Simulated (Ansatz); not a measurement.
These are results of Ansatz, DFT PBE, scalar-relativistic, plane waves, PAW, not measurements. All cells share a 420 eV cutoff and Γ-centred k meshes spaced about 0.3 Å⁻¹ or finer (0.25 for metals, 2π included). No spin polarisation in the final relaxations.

All energies are static (0 K, no zero-point motion). All come from trial cells, and lower structures may exist.

**Question.** Which of these relaxed structures of MgGe2N3 is the lowest in energy?
A.

```
CELL_PARAMETERS angstrom
4.84060 -2.82866 0.00000
4.84060 2.82866 0.00000
0.00000 0.00000 5.57395
ATOMIC_POSITIONS crystal
Mg 0.66646 0.33354 0.99502
Mg 0.33354 0.66646 0.49502
Ge 0.99963 0.33228 0.50053
Ge 0.00037 0.66772 0.00053
Ge 0.66772 0.00037 0.50053
Ge 0.33228 0.99963 0.00053
N 0.68698 0.31302 0.61303
N 0.02352 0.33227 0.13295
N 0.97648 0.66773 0.63295
N 0.31302 0.68698 0.11303
N 0.66773 0.97648 0.13295
N 0.33227 0.02352 0.63295
```

B.

```
CELL_PARAMETERS angstrom
3.06302 0.00000 0.00000
-1.53151 2.65265 0.00000
0.00000 0.00000 7.58165
ATOMIC_POSITIONS crystal
Mg 0.00000 0.00000 0.00000
Ge 0.33333 0.66667 0.32771
Ge 0.66667 0.33333 0.67229
N 0.66667 0.33333 0.18217
N 0.33333 0.66667 0.81783
N 0.00000 0.00000 0.50000
```

C.

```
CELL_PARAMETERS angstrom
3.35771 0.00000 0.00000
-1.67885 2.90786 0.00000
0.00000 0.00000 7.87665
ATOMIC_POSITIONS crystal
Mg 0.00000 0.00000 0.98908
Ge 0.66667 0.33333 0.67530
Ge 0.33333 0.66667 0.33191
N 0.33333 0.66667 0.58372
N 0.00000 0.00000 0.26816
N 0.66667 0.33333 0.90184
```

**Answer.** A. It has Mg and Ge ordered on wurtzite sites, space group Cmc2_1 (No. 36); the next, C, with Mg and Ge ordered on zinc blende sites, space group P3m1 (No. 156), lies 77 meV/atom higher. Counting N atoms around Ge and Mg (those within 1.25 times the shortest such distance or 1.15 times the sum of covalent radii, 1.27 where that leaves under three; a plus sign parts nearer from farther groups; a slash parts the counts of unlike sites), the lowest has Mg 4, Ge 4 and the next has Mg 4, Ge 1+3/4.

In P3m1, P-3m1 an odd number of electrons in the primitive cell allows no gap without spin; a larger cell or a magnetic state could open one. With atoms moved at random, Cmc2_1 (by 78 meV/atom) fell into a lower structure. Without a clear test, and held by symmetry: P3m1 and P-3m1.

Some types were kept out of the candidates beforehand, so the set may lack a known form.
